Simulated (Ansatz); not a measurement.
**BiTe: start and end of a relaxation**

The cell of BiTe is invented: random cell by space group and Wyckoff sites (P6mm, No. 183). Its size is a rough estimate.

start.cif

```cif
data_structure
_symmetry_space_group_name_H-M 'P6mm'
_symmetry_Int_Tables_number 183
_cell_length_a 3.6706
_cell_length_b 3.6706
_cell_length_c 5.9296
_cell_angle_alpha 90.000
_cell_angle_beta 90.000
_cell_angle_gamma 120.000
_cell_volume 69.19
loop_
_atom_site_label
_atom_site_type_symbol
_atom_site_symmetry_multiplicity
_atom_site_Wyckoff_symbol
_atom_site_fract_x
_atom_site_fract_y
_atom_site_fract_z
_atom_site_occupancy
Bi1 Bi 1 a 0.00000 0.00000 0.96918 1
Te1 Te 1 a 0.00000 0.00000 0.50514 1
```

Level of theory: Ansatz, DFT PBE, scalar-relativistic, plane waves, PAW. Cutoff 420 eV, Gaussian smearing, Γ-centred meshes. Cell and atoms relax first on a coarse mesh and then on a finer one. In between, the cell is made exact in the group found at 0.06 Å. In metals the finer mesh still leaves noise of several meV/atom or more. The steps can't lower the symmetry of their start. No spin polarisation.

end.cif

```cif
data_structure
_symmetry_space_group_name_H-M 'P6/mmm'
_symmetry_Int_Tables_number 191
_cell_length_a 3.4184
_cell_length_b 3.4184
_cell_length_c 6.4264
_cell_angle_alpha 90.000
_cell_angle_beta 90.000
_cell_angle_gamma 120.000
_cell_volume 65.03
loop_
_atom_site_label
_atom_site_type_symbol
_atom_site_symmetry_multiplicity
_atom_site_Wyckoff_symbol
_atom_site_fract_x
_atom_site_fract_y
_atom_site_fract_z
_atom_site_occupancy
Bi1 Bi 1 b 0.00000 0.00000 0.50000 1
Te1 Te 1 a 0.00000 0.00000 0.00000 1
```

The symmetry goes from P6mm (No. 183) to P6/mmm (No. 191). The volume per atom shrinks by 6.0 %, from 34.6 to 32.5 Å³. The shortest distance goes from 2.75 Å (Bi–Te) to 3.21 Å (Bi–Te). The energy falls by about 0.18 eV/atom (the start's value is from the coarse mesh). The end is written in a standard setting, so origin, axes and order of atoms can differ from the start's.

| Quantity | Value |
| --- | --- |
| Volume per atom | 32.52 Å³ |
| Density | 8.59 g/cm³ |
| Energy over the elements | +0.10 eV/atom |
| Gap on the 18×18×10 mesh of the 2-atom cell | 0 eV (a metal) |

Formation energies are uncorrected and refer to the elements' standard structures at the same level. It can't be a ground state, since the elements alone are lower.

The last run used Gaussian smearing of 0.10 eV. Spin–orbit coupling, which can matter for Bi and Te, is left out. An odd number of electrons in the primitive cell allows no gap without spin; a larger cell or a magnetic state could open one. The cell is a metal run without spin; a magnetic state may lie lower. The reference form of Te is held partly by dispersion forces, which this level lacks. Symmetry constrained the relaxation, so the result can be a saddle point. In all, the 3 runs took 2.2 min on 1 thread of Intel(R) Xeon(R) Platinum 8488C (Sapphire Rapids) (shared host). Another cell of BiTe relaxed alike, in R-3m (a Materials Project cell), lies 171 meV/atom lower, so this cell isn't the stable form at this level.
